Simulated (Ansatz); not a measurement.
An Ansatz (a program for electronic structure) run. Input:

Ansatz 0.2 input:
```yaml
crystal:
  lattice:
    - [6.2108097059, 0.0, 0.0]
    - [0.0, 7.3274733248, 0.0]
    - [0.0, 0.0, 3.7879942862]
  atoms:
    - { symbol: Ta, position: [0.775508389, 0.619039634, 0.0] }
    - { symbol: Ta, position: [0.724491611, 0.119039634, 0.0] }
    - { symbol: Ta, position: [0.224491611, 0.380960366, 0.0] }
    - { symbol: Ta, position: [0.275508389, 0.880960366, 0.0] }
    - { symbol: O, position: [0.8015638938, 0.6566424793, 0.5] }
    - { symbol: O, position: [0.6984361062, 0.1566424793, 0.5] }
    - { symbol: O, position: [0.1984361062, 0.3433575207, 0.5] }
    - { symbol: O, position: [0.3015638938, 0.8433575207, 0.5] }
    - { symbol: O, position: [0.5, 0.5, 0.0] }
    - { symbol: O, position: [0.8895476478, 0.3598773129, 0.0] }
    - { symbol: O, position: [0.0, 0.0, 0.0] }
    - { symbol: O, position: [0.3895476478, 0.1401226871, 0.0] }
    - { symbol: O, position: [0.6104523522, 0.8598773129, 0.0] }
    - { symbol: O, position: [0.1104523522, 0.6401226871, 0.0] }
kpoints:
  mp_grid: { grid: [3, 3, 4] }
hamiltonian:
  xc: hse06
  pseudopotentials: { kind: paw }
scf:
  n_extra_bands: 14
  occupations: { method: fixed }
output:
  eigenvalues: true
  eigenstates:
    e_range: [-9.0, 12.0]
    kpoints:
      - [0.0, 0.0, 0.5]  # VBM
      - [0.0, 0.0, 0.5]  # CBM
      - [0.0, 0.0, 0.0]  # GAMMA
      - [0.5, 0.0, 0.0]  # X
      - [0.0, 0.0, 0.5]  # Z
      - [0.5, 0.0, 0.5]  # U
      - [0.0, 0.5, 0.0]  # Y
      - [0.5, 0.5, 0.0]  # S
      - [0.0, 0.5, 0.5]  # T
      - [0.5, 0.5, 0.5]  # R
```

Output (shortened):

```
Pseudopotential: Ta, paw, valence charge 13
Pseudopotential: O, paw, valence charge 6
Functional definition: HSE06
davidson cushion auto → on  (no smearing: the cushion is to keep the highest requested band from converging to the state above it …
Crystal: 14 atoms, lattice volume = 172.390 Å³
Basis set: ecut = 420 eV, 3389 PW (Γ)
Bands: 70, of which v1, the nominal top of the filled ones, is band 56 counted from 1 (55 counted from 0)
Symmetry: 8 space group operations
Space group: Pbam (ITA 55), of the structure as read, at distance tolerance 5.6e-5 Å
k-points: 12 of 36
SCF iter   1: F=—  HF=-45417.994404 eV  |F-HF|=—  |Δ(HF+E_count)|=         —  Δρ=7.15e-3  dr2=8.75e-2  ethr=1.77e-3  ⟨swp⟩=6.1  Hψ=3757  notcnv=0
preconditioner: auto → none
SCF iter   2: F=—  HF=-45417.991287 eV  |F-HF|=—  |Δ(HF+E_count)|=   3.12e-3  Δρ=6.17e-3  dr2=5.48e-2  ethr=7.82e-5  ⟨swp⟩=4.0  Hψ=2637  notcnv=0
iter 3 solved again at ethr=1.56e-6 eV; its pass at ethr=4.89e-5 eV (dr2=1.75e-3 eV) is discarded
SCF iter   3: F=—  HF=-45417.979282 eV  |F-HF|=—  |Δ(HF+E_count)|=   1.20e-2  Δρ=1.60e-3  dr2=1.80e-3  ethr=1.56e-6  ⟨swp⟩=3.2  Hψ=4146  notcnv=0
SCF iter   4: F=—  HF=-45417.979987 eV  |F-HF|=—  |Δ(HF+E_count)|=   7.06e-4  Δρ=7.54e-4  dr2=6.74e-4  ethr=1.56e-6  ⟨swp⟩=3.0  Hψ=2128  notcnv=0
SCF iter   5: F=-45417.979965 eV  HF=-45417.979967 eV  |F-HF|=2.39e-6  |Δ(HF+E_count)|=   1.99e-5  Δρ=2.78e-4  dr2=6.98e-5  ethr=6.02e-7  ⟨swp⟩=3.0  Hψ=2121  notcnv=0
SCF 1 stopped early in 5 iterations: F = -45417.979965 eV  dr2 = 6.98e-5
Crystal: 14 atoms, lattice volume = 172.390 Å³
Exchange kernel: α = 0.2500, screened, ω = 0.2079 Å⁻¹, Wigner–Seitz truncation, v(0) = 1039.6101 eV·Å³, q-mesh 3×3×4, nearest image of the exchange supercell L …
Frozen-core exchange: fock
SCF iter   1: F=—  HF=-45418.652410 eV  |F-HF|=—  |Δ(HF+E_count)|=         —  Δρ=1.45e-2  dr2=5.71e-1  ethr=6.23e-7  ⟨swp⟩=7.2  Hψ=4650  notcnv=0
preconditioner: auto → none
SCF iter   2: F=—  HF=-45418.508679 eV  |F-HF|=—  |Δ(HF+E_count)|=   1.44e-1  Δρ=1.17e-2  dr2=1.91e-1  ethr=6.23e-7  ⟨swp⟩=6.1  Hψ=4229  notcnv=0
SCF iter   3: F=—  HF=-45418.468875 eV  |F-HF|=—  |Δ(HF+E_count)|=   3.98e-2  Δρ=2.88e-3  dr2=1.70e-2  ethr=6.23e-7  ⟨swp⟩=5.0  Hψ=3470  notcnv=0
SCF iter   4: F=—  HF=-45418.524029 eV  |F-HF|=—  |Δ(HF+E_count)|=   5.52e-2  Δρ=2.27e-3  dr2=1.04e-2  ethr=6.23e-7  ⟨swp⟩=4.0  Hψ=3301  notcnv=0
SCF iter   5: F=—  HF=-45418.521006 eV  |F-HF|=—  |Δ(HF+E_count)|=   3.02e-3  Δρ=5.93e-4  dr2=4.33e-4  ethr=6.23e-7  ⟨swp⟩=4.0  Hψ=2923  notcnv=0
SCF iter   6: F=—  HF=-45418.521499 eV  |F-HF|=—  |Δ(HF+E_count)|=   4.93e-4  Δρ=3.92e-4  dr2=1.83e-4  ethr=3.34e-7  ⟨swp⟩=3.4  Hψ=2425  notcnv=0
SCF iter   7: F=-45418.521451 eV  HF=-45418.521455 eV  |F-HF|=3.79e-6  |Δ(HF+E_count)|=   4.46e-5  Δρ=7.74e-5  dr2=1.28e-5  ethr=1.58e-7  ⟨swp⟩=2.8  Hψ=1873  notcnv=0
SCF 2 stopped early in 7 iterations: F = -45418.521451 eV  dr2 = 1.28e-5
hybrid outer 1: dexx = +6.050e-2 eV, tail = 9.80e-5 eV
Crystal: 14 atoms, lattice volume = 172.390 Å³
Exchange kernel: α = 0.2500, screened, ω = 0.2079 Å⁻¹, Wigner–Seitz truncation, v(0) = 1039.6101 eV·Å³, q-mesh 3×3×4, nearest image of the exchange supercell L …
Frozen-core exchange: fock
SCF iter   1: F=—  HF=-45418.520240 eV  |F-HF|=—  |Δ(HF+E_count)|=         —  Δρ=1.06e-4  dr2=1.56e-5  ethr=4.37e-7  ⟨swp⟩=3.1  Hψ=1893  notcnv=0
preconditioner: auto → none
iter 2 solved again at ethr=5.50e-10 eV; its pass at ethr=1.32e-8 eV (dr2=6.16e-7 eV) is discarded
SCF iter   2: F=—  HF=-45418.520237 eV  |F-HF|=—  |Δ(HF+E_count)|=   2.70e-6  Δρ=3.10e-5  dr2=1.13e-6  ethr=5.50e-10  ⟨swp⟩=2.8  Hψ=4312  notcnv=0
SCF iter   3: F=—  HF=-45418.520241 eV  |F-HF|=—  |Δ(HF+E_count)|=   3.91e-6  Δρ=1.88e-5  dr2=4.05e-7  ethr=5.50e-10  ⟨swp⟩=4.8  Hψ=2692  notcnv=0
SCF iter   4: F=-45418.520241 eV  HF=-45418.520241 eV  |F-HF|=2.45e-8  |Δ(HF+E_count)|=   1.07e-7  Δρ=4.68e-6  dr2=6.47e-8  ethr=3.43e-10  ⟨swp⟩=3.0  Hψ=2144  notcnv=0
SCF 3 converged in 4 iterations: F = -45418.520241 eV  dr2 = 6.47e-8
hybrid outer 2: dexx = +2.019e-6 eV, tail = 1.58e-7 eV, Δε = 2.58e-3 eV (about 1.13e-4 eV left of the loop's levels)
NSCF: frozen V_eff on 10 k-points
hybrid SCF converged: 2 outer / 11 inner (+5 warm-up), last move |dexx| = 2.02e-6 eV, tail = 1.58e-7 eV
Stability not checked (fock_operator)
Free energy (F): -45418.520238 eV
Frozen-core exchange: fock
Harris-Foulkes:  -45418.520239 eV  (|F-HF|=2.45e-8)
Internal energy: -45418.520238 eV  (E = F + TS)
E sigma→0 (E₀):  -45418.520238 eV
Fermi energy:    7.855063 eV
--- Per-component energies (eV) ---
  E_band       = -1137.687313
  E_kinetic    = 3206.895718
  E_local      = -7228.450535  (includes V_loc(G=0)·N_el)
  E_nonlocal   = 532.695831
  E_hartree    = 2570.819756
  E_xc         = -1283.872641
  E_vxc        = -1390.500933  (∫ρ·V_xc dr)
  E_exx        = -338.756540  (= α·E_x^exact, valence–valence)
  E_paw        = -35152.145784  (= ΣΔE_a)
  E_vpaw       = -722.478911  (= ΣTr[D̂ρ^β])
  E_aug_tail   = 0.025225  (compensation charges beyond the density's cutoff)
  E_ewald      = -7712.052726
  E_core_change = -13.678542  (= ΣΔE_core)
  E_smearing   =  0.000000  (= −TS)
  E_closure    =  0.000000  (closes the sum)
  Σ components = -45418.520238   (vs F -45418.520238, Δ=-7.28e-12)
  [band-id]    e_kinetic+e_local+e_nonlocal+2·e_hartree+e_vxc+2·e_exx+e_vpaw+e_augmentation_tail = -1137.687175   (vs E_band -1137.687313, Δ=1.39e-4)
--- Band table (eV; the first three rows and the last of 12) ---
  k-point 0: bands = ["-63.2481", "-63.2432", "-63.2395", "-63.2394", "-28.6128", "-28.5275", "-28.5132", "-28.4933", "-28.4345", "-28.3782", "-28.3179", "-28.3014", "-28.2920", "-28.2914", "-28.2734", "-28.2681", "-12.4934", "-11.4579", "-11.3697", …
  k-point 1: bands = ["-63.2473", "-63.2424", "-63.2387", "-63.2387", "-28.6069", "-28.5225", "-28.5084", "-28.4882", "-28.4300", "-28.4102", "-28.3919", "-28.3823", "-28.3823", "-28.3726", "-28.2678", "-28.2624", "-12.3719", "-11.4154", "-11.2627", …
  k-point 2: bands = ["-63.2466", "-63.2417", "-63.2380", "-63.2379", "-28.6009", "-28.5170", "-28.5031", "-28.4997", "-28.4827", "-28.4806", "-28.4713", "-28.4711", "-28.4244", "-28.3676", "-28.2622", "-28.2568", "-12.2954", "-11.3932", "-11.2302", …
  k-point 11: bands = ["-63.2445", "-63.2432", "-63.2383", "-63.2381", "-28.5591", "-28.5293", "-28.5189", "-28.4904", "-28.4845", "-28.4748", "-28.4732", "-28.4422", "-28.4088", "-28.4024", "-28.2836", "-28.2744", "-11.7571", "-11.5272", "-11.1704", …
```

Cost: roughly 6 core-minutes on shared cores.

The points marked VBM and CBM come from a semilocal run.

The first step of the workflow began from a Materials Project structure, measured or hypothetical; the Crystallography Open Database copy checked does not list it. COD files the formula under space group No. 49. Whether it is the stable phase at ambient conditions was not checked. The r²SCAN relaxation kept the symmetry of its start; its stability against distortions is not shown here. No spin polarisation was allowed. Spin–orbit coupling is left out wherever it is not named.

Potentials: the later of the program's two PAW sets.

Ansatz is a plane-wave DFT program.
